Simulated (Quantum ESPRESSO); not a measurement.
# Computed records: AlIn2GaP4 (made-up cell)

All values are calculated (Quantum ESPRESSO 7.5). Calculation on a made-up crystal cell, not a measurement: periodic Kohn-Sham density functional theory in plane waves with PseudoDojo standard norm-conserving scalar-relativistic pseudopotentials, each functional with its own files (v0.5 for PBE, v0.4.1 for LDA and PBEsol), no spin polarisation, no spin-orbit coupling, atoms not relaxed, stress positive in tension, energies less a fixed whole-eV offset for each atom's element; levels are Kohn-Sham levels at fractions of this cell's reciprocal vectors, counted from the reference band (half the neutral cell's valence electrons, rounded up) at Gamma; error bars cover cutoff and k-mesh only, not smearing or the files; added strain carries the atoms with the cell, and shear is the tensor component; each bar is the largest change over components, and at least 0.002 eV, 0.002 eV per angstrom or 0.02 GPa; energies are for the whole cell, and the offsets were chosen from early runs and are not element reference energies.

Common to all runs: lattice type zincblende/diamond; functional pbe; cutoff 1088 eV; fermi dirac smearing 0.025 eV; scf tolerance 1e-07 eV; electrons removed 0; k mesh 4 x 4 x 4, shifted by half a step.

```yaml
- entry: 1
  formula: AlIn2GaP4
  kind: "made-up cell"
  structure:
    cell_angstrom:
      - [5.7229, 0.0332, 0.0131]
      - [0.0332, 5.8965, -0.0007]
      - [0.0131, -0.0007, 5.9169]
    atoms_fractional:
      - [In, -0.00208, 0.00729, -0.00272]
      - [In, -0.00307, 0.51014, 0.50493]
      - [Ga, 0.50687, -0.01562, 0.49846]
      - [Al, 0.48436, 0.50113, 0.01038]
      - [P, 0.25148, 0.24035, 0.24779]
      - [P, 0.25602, 0.70999, 0.75963]
      - [P, 0.73468, 0.26264, 0.7481]
      - [P, 0.71346, 0.74598, 0.25832]
  given:
    atom_site: [1, 2, 3, 4, 5, 6, 7, 8]
    "atom_energy_offset [eV]": [-1808, -1808, -2080, -64, -189, -189, -189, -189]
  results:
    "free_energy_less_offsets [eV]": -0.4926
    "smearing_term_minus_ts [eV]": 0.0
    scf_iterations: 11
    "pressure [GPa]": -2.585
    "stress_xx [GPa]": 1.256
    "stress_yy [GPa]": 3.536
    "stress_zz [GPa]": 2.964
    "stress_yz [GPa]": -0.5931
    "stress_xz [GPa]": -1.106
    "stress_xy [GPa]": 0.3208
    force_site: [1, 2, 3, 4, 5, 6, 7, 8]
    "force_x [eV/angstrom]": [-0.4105, -0.4408, -0.7634, 0.3894, 0.7928, 0.5379, -0.7789, 0.6736]
    "force_y [eV/angstrom]": [-0.6714, -0.778, 0.7395, -0.891, 0.3157, 2.024, -0.624, -0.1148]
    "force_z [eV/angstrom]": [-0.2552, -0.8046, 0.73, 0.2297, 0.5513, 0.1458, 0.2438, -0.8409]
    "error_bar_energy [eV]": 0.006869
    "error_bar_stress [GPa]": 0.02
    "error_bar_force [eV/angstrom]": 0.002
    error_bars_from: "tighter rerun of a related cell"
- entry: 2
  formula: AlIn2GaP4
  kind: "made-up cell"
  structure:
    cell_angstrom:
      - [5.7229, 0.0332, 0.0131]
      - [0.0332, 5.8965, -0.0007]
      - [0.0131, -0.0007, 5.9169]
    atoms_fractional:
      - [In, -0.00208, 0.00729, -0.00272]
      - [In, -0.00307, 0.51014, 0.50493]
      - [Ga, 0.50687, -0.01562, 0.49846]
      - [Al, 0.48436, 0.50113, 0.01038]
      - [P, 0.25148, 0.24035, 0.24779]
      - [P, 0.25602, 0.70999, 0.75963]
      - [P, 0.73468, 0.26264, 0.7481]
      - [P, 0.72099, 0.74594, 0.25831]
  given:
    atom_site: [1, 2, 3, 4, 5, 6, 7, 8]
    "atom_energy_offset [eV]": [-1808, -1808, -2080, -64, -189, -189, -189, -189]
  results:
    "free_energy_less_offsets [eV]": -0.5134
    "smearing_term_minus_ts [eV]": 0.0
    scf_iterations: 11
    "pressure [GPa]": -2.608
    "stress_xx [GPa]": 1.23
    "stress_yy [GPa]": 3.584
    "stress_zz [GPa]": 3.009
    "stress_yz [GPa]": -0.3825
    "stress_xz [GPa]": -1.185
    "stress_xy [GPa]": 0.3341
    force_site: [1, 2, 3, 4, 5, 6, 7, 8]
    "force_x [eV/angstrom]": [-0.3652, -0.3538, -0.6595, 0.4767, 0.8257, 0.5699, -0.7848, 0.291]
    "force_y [eV/angstrom]": [-0.6342, -0.8475, 0.6439, -0.8497, 0.3142, 2.022, -0.6204, -0.02868]
    "force_z [eV/angstrom]": [-0.2875, -0.7232, 0.6356, 0.2739, 0.5495, 0.1439, 0.2479, -0.84]
    "error_bar_energy [eV]": 0.006869
    "error_bar_stress [GPa]": 0.02
    "error_bar_force [eV/angstrom]": 0.002
    error_bars_from: "tighter rerun of a related cell"
- entry: 3
  formula: AlIn2GaP4
  kind: "made-up cell"
  structure:
    cell_angstrom:
      - [5.7229, 0.0332, 0.0131]
      - [0.0332, 5.8965, -0.0007]
      - [0.0131, -0.0007, 5.9169]
    atoms_fractional:
      - [In, -0.00208, 0.00729, -0.00272]
      - [In, -0.00307, 0.51014, 0.50493]
      - [Ga, 0.50687, -0.01562, 0.49846]
      - [Al, 0.48436, 0.50113, 0.01038]
      - [P, 0.25148, 0.24035, 0.24779]
      - [P, 0.25602, 0.70999, 0.75963]
      - [P, 0.73468, 0.26264, 0.7481]
      - [P, 0.72777, 0.7459, 0.25829]
  given:
    atom_site: [1, 2, 3, 4, 5, 6, 7, 8]
    "atom_energy_offset [eV]": [-1808, -1808, -2080, -64, -189, -189, -189, -189]
  results:
    "free_energy_less_offsets [eV]": -0.518
    "smearing_term_minus_ts [eV]": 0.0
    scf_iterations: 11
    "pressure [GPa]": -2.607
    "stress_xx [GPa]": 1.209
    "stress_yy [GPa]": 3.596
    "stress_zz [GPa]": 3.017
    "stress_yz [GPa]": -0.1945
    "stress_xz [GPa]": -1.259
    "stress_xy [GPa]": 0.3474
    force_site: [1, 2, 3, 4, 5, 6, 7, 8]
    "force_x [eV/angstrom]": [-0.3205, -0.2695, -0.5677, 0.5524, 0.8554, 0.599, -0.7902, -0.05895]
    "force_y [eV/angstrom]": [-0.5967, -0.9176, 0.5647, -0.817, 0.3131, 2.021, -0.6171, 0.04964]
    "force_z [eV/angstrom]": [-0.3209, -0.6421, 0.5578, 0.309, 0.5476, 0.1425, 0.2514, -0.8453]
    "error_bar_energy [eV]": 0.006869
    "error_bar_stress [GPa]": 0.02
    "error_bar_force [eV/angstrom]": 0.002
    error_bars_from: "tighter rerun of a related cell"
```
